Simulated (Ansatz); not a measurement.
Values for one crystal, relaxed and computed with DFT-r²SCAN in the program Ansatz with PAW potentials; other levels are named.

```yaml
volume_per_atom: 26.55 Å³
band_gap: 3.30 eV (indirect)
valence_band_maximum: off the standard path, at k = (0.271, -0.271, -0.281)
Formation energy from the elements (no fitted shifts): -0.76 eV/atom
conduction_band_minimum: on the G0–X line, 32 % of the way from G0 (k = 0.380, 0.385, -0.385) (2 equivalent valleys)
smallest_direct_gap_on_the_standard_path: 3.61 eV
```

Question: Which compound is it?
A. NaH, rock salt
B. LiHS, Ama2 (Li on 4a, S on 4b, H on 4b)
C. SiS2, Ibam (Si on 4a, S on 8j)
D. SrCl2, fluorite

Answer: C, SiS2, Ibam (Si on 4a, S on 8j)

Symmetry was held in the r²SCAN relaxation. A crystal of weakly bound chains computed without a dispersion correction: the cell and the soft elastic constants depend strongly on that. The references are the lowest solids computed at this level, not always the standard phases.

Potentials: the later of the program's two PAW sets.
